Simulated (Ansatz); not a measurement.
SiRu:
```cif
data_Ru4Si4
_chemical_formula_sum 'Si4 Ru4'
_space_group_name_H-M_alt 'P 1'
_space_group_IT_number 1
_cell_length_a 4.70638
_cell_length_b 4.70638
_cell_length_c 4.70638
_cell_angle_alpha 90.000
_cell_angle_beta 90.000
_cell_angle_gamma 90.000
loop_
_space_group_symop_operation_xyz
  'x, y, z'
loop_
_atom_site_label
_atom_site_type_symbol
_atom_site_fract_x
_atom_site_fract_y
_atom_site_fract_z
_atom_site_occupancy
Si1 Si 0.16241 0.33759 0.66241 1
Si2 Si 0.33759 0.66241 0.16241 1
Si3 Si 0.66241 0.16241 0.33759 1
Si4 Si 0.83759 0.83759 0.83759 1
Ru1 Ru 0.87054 0.62946 0.37054 1
Ru2 Ru 0.62946 0.37054 0.87054 1
Ru3 Ru 0.37054 0.87054 0.62946 1
Ru4 Ru 0.12946 0.12946 0.12946 1
```

Relaxed with r²SCAN.

**Question.** Which orbitals make up the states near the band edges in DFT-r²SCAN in the program Ansatz with PAW potentials?

**Answer.** Top 1 eV of the valence band: Ru 4d 81 %, Si 3p 12 %. Bottom 1 eV of the conduction band: Ru 4d 81 %, Si 3p 13 %. Projections are on Löwdin-orthogonalised atomic valence shells; empty p or d shells of many metals are not among them.

**Question.** Tabulate the density of states.

**Answer.** States/eV per cell of 8 atoms, in 0.25 eV bins, energy from the valence-band maximum.

```csv
E (eV),total,Ru 4d,Si 3p,Si 3s
-7.85,0.00,0.00,0.00,0.00
-7.60,0.00,0.00,0.00,0.00
-7.35,0.00,0.00,0.00,0.00
-7.10,0.81,0.22,0.45,0.03
-6.85,3.58,1.22,1.84,0.15
-6.60,4.56,1.89,2.11,0.21
-6.35,3.55,1.62,1.45,0.21
-6.10,2.42,1.13,0.96,0.13
-5.85,1.29,0.56,0.56,0.06
-5.60,5.51,2.76,2.14,0.18
-5.35,5.23,2.88,1.87,0.14
-5.10,5.11,3.00,1.73,0.09
-4.85,6.79,4.30,2.09,0.15
-4.60,7.60,5.10,2.13,0.15
-4.35,4.49,3.02,1.19,0.13
-4.10,9.05,6.69,1.79,0.23
-3.85,9.38,7.55,1.39,0.11
-3.60,9.62,7.40,1.70,0.14
-3.35,8.37,6.16,1.67,0.18
-3.10,6.92,4.92,1.48,0.14
-2.85,5.68,3.91,1.25,0.14
-2.60,7.56,5.34,1.57,0.22
-2.35,4.27,3.17,0.76,0.09
-2.10,8.15,6.06,1.61,0.10
-1.85,5.15,4.46,0.45,0.08
-1.60,6.59,5.64,0.63,0.11
-1.35,6.82,6.05,0.49,0.08
-1.10,5.27,4.68,0.37,0.07
-0.85,5.72,4.89,0.49,0.12
-0.60,5.07,4.25,0.49,0.13
-0.35,3.05,2.33,0.44,0.11
-0.10,2.35,1.59,0.51,0.09
0.15,0.00,0.00,0.00,0.00
0.40,5.07,4.48,0.38,0.09
0.65,5.51,4.50,0.74,0.13
0.90,4.78,3.59,0.89,0.16
1.15,0.78,0.56,0.15,0.04
1.40,0.47,0.33,0.10,0.03
1.65,1.49,0.94,0.36,0.13
1.90,4.23,2.33,1.20,0.47
2.15,3.27,1.61,1.07,0.39
2.40,1.72,0.79,0.58,0.24
2.65,1.95,0.87,0.62,0.34
2.90,2.42,1.10,0.60,0.61
3.15,4.64,1.84,1.40,1.09
3.40,4.18,1.46,1.37,0.96
3.65,5.92,1.87,2.09,1.32
3.90,1.62,0.45,0.66,0.31
4.15,3.87,1.09,1.56,0.60
4.40,4.83,1.16,2.00,0.60
4.65,4.10,0.94,1.88,0.38
4.90,4.35,0.83,1.98,0.39
5.15,4.37,0.74,2.01,0.36
```

Space group P2_13. The cell was relaxed with r²SCAN under the symmetry of its start. No spin polarisation was allowed. Spin–orbit coupling is left out wherever it is not named.

Potentials: the earlier of the program's two PAW sets.
